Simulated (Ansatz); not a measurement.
Total density of states per atom from r²SCAN in the plane-wave PAW code Ansatz, in 0.25 eV bins, energy from the valence-band maximum:

```
E (eV) | states/eV/atom
    -7.86 | # 0.04
    -7.61 | ### 0.17
    -7.36 | ##### 0.23
    -7.11 | ####### 0.35
    -6.86 | ####### 0.37
    -6.61 | ### 0.17
    -6.36 | ### 0.16
    -6.11 | ###### 0.32
    -5.86 | ########## 0.51
    -5.61 | ############# 0.65
    -5.36 | ################# 0.85
    -5.11 | ### 0.18
    -4.86 |  0.00
    -4.61 |  0.00
    -4.36 |  0.00
    -4.11 |  0.00
    -3.86 |  0.00
    -3.61 |  0.02
    -3.36 | ############ 0.63
    -3.11 | ########### 0.56
    -2.86 | ########## 0.50
    -2.61 | ############ 0.64
    -2.36 | ####### 0.35
    -2.11 | ######### 0.44
    -1.86 | ################# 0.86
    -1.61 | #################### 1.00
    -1.36 | ########## 0.52
    -1.11 | ############ 0.61
    -0.86 | ################# 0.84
    -0.61 | ################### 0.95
    -0.36 | ############################## 1.53
    -0.11 | ######################## 1.21
     0.14 |  0.00
     0.39 |  0.00
     0.64 |  0.00
     0.89 |  0.00
     1.14 |  0.00
     1.39 |  0.00
     1.64 |  0.00
     1.89 |  0.00
     2.14 |  0.00
     2.39 |  0.00
     2.64 |  0.00
     2.89 |  0.00
     3.14 |  0.00
     3.39 |  0.00
     3.64 |  0.00
     3.89 |  0.00
     4.14 |  0.00
     4.39 |  0.00
     4.64 |  0.00
     4.89 |  0.00
     5.14 |  0.00
     5.39 |  0.00
     5.64 |  0.01
     5.89 | # 0.04
     6.14 | # 0.07
     6.39 | ### 0.15
     6.64 | ############# 0.67
     6.89 | ###### 0.31
     7.14 | ## 0.08
     7.39 |  0.00
     7.64 |  0.00
     7.89 |  0.00
     8.14 |  0.00
     8.39 |  0.00
     8.64 | # 0.03
     8.89 | #### 0.19
     9.14 | ########### 0.56
     9.39 | ############# 0.67
     9.64 | ############### 0.78
     9.89 | ########## 0.49
    10.14 | ########### 0.58
    10.39 | ######### 0.48
```

Q: Pick the material that matches.
A. MgFeC2O6, P-1 (Pearson symbol aP10)
B. BAsO4, I-4 (B on 2d, As on 2a, O on 8g)
C. LaAs, rock salt
D. B6As, R-3m (B on 18h, B on 18h, As on 6c)

A: B, BAsO4, I-4 (B on 2d, As on 2a, O on 8g). Top 1 eV of the valence band: O 2p 97 %. Bottom 1 eV of the conduction band: As 4s 38 %, O 2p 33 %, O 2s 14 %, B 2s 5 %. Projections are on Löwdin-orthogonalised atomic valence shells; empty p or d shells of many metals are not among them.

The first step of the workflow began from a Materials Project structure, measured or hypothetical; the Crystallography Open Database files this formula in space group No. 82, but the cells were not matched. Whether it is the stable phase at ambient conditions was not checked. The cell was relaxed with r²SCAN under the symmetry of its start; whether a distortion lowers the energy is not shown. Scalar-relativistic: spin–orbit coupling is off unless named, which matters more the heavier the elements.

Potentials: the later of the program's two PAW sets.
